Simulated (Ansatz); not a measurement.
Y₂Ga₃Cu:
```
CELL_PARAMETERS angstrom
      4.33251     0.00000     0.00000
     -2.16625     3.75206     0.00000
      0.00000     0.00000     7.29330
ATOMIC_POSITIONS crystal
  Y  0.66667 0.33333 0.76824
  Y  0.66667 0.33333 0.23773
  Ga 0.33333 0.66667 0.02008
  Ga 0.33333 0.66667 0.45774
  Ga 0.00000 0.00000 0.54718
  Cu 0.00000 0.00000 0.96901
```

Relaxed with r²SCAN. Special points in fractions of this cell's reciprocal vectors: Γ (0.000, 0.000, 0.000); M (0.500, 0.000, 0.000); K (0.333, 0.333, 0.000); A (0.000, 0.000, 0.500); L (0.500, 0.000, 0.500); H (0.333, 0.333, 0.500).

Q: List the band energies nearest the Fermi level at these points for the program Ansatz at the r²SCAN level (PAW).

A: In eV from the Fermi level; about four levels below and three above (degenerate sets whole), none deeper than 8.9 eV; points with the same levels are listed once.

| k | below | above |
|---|---|---|
| Γ | -3.22 -3.22 -3.22 -1.33 -1.33 -0.05 | 0.57 0.57 0.88 |
| M | -2.19 -1.70 -0.83 -0.32 | 1.22 2.85 2.87 |
| K | -2.94 -1.82 -1.47 -1.44 | 1.60 1.78 2.13 |
| A | -0.82 -0.82 -0.17 -0.17 | 1.13 1.15 1.15 |
| L | -2.13 -1.66 -1.06 -0.63 | 0.01 0.83 2.00 |
| H | -2.92 -2.24 -1.32 -0.89 | 0.28 0.97 2.44 |

Space group P3m1. The first step of the workflow began from a Materials Project structure, measured or hypothetical; the Crystallography Open Database copy checked does not list it. With Ga and Cu taken as one species the cell has the higher symmetry P-3m1, so it may be an ordered model of a mixed-site phase. Its standing as an ambient phase is unchecked. The cell was relaxed with r²SCAN under the symmetry of its start; whether a distortion lowers the energy is not shown. No spin polarisation was allowed. Spin–orbit coupling is left out wherever it is not named.

Potentials: the earlier of the program's two PAW sets.
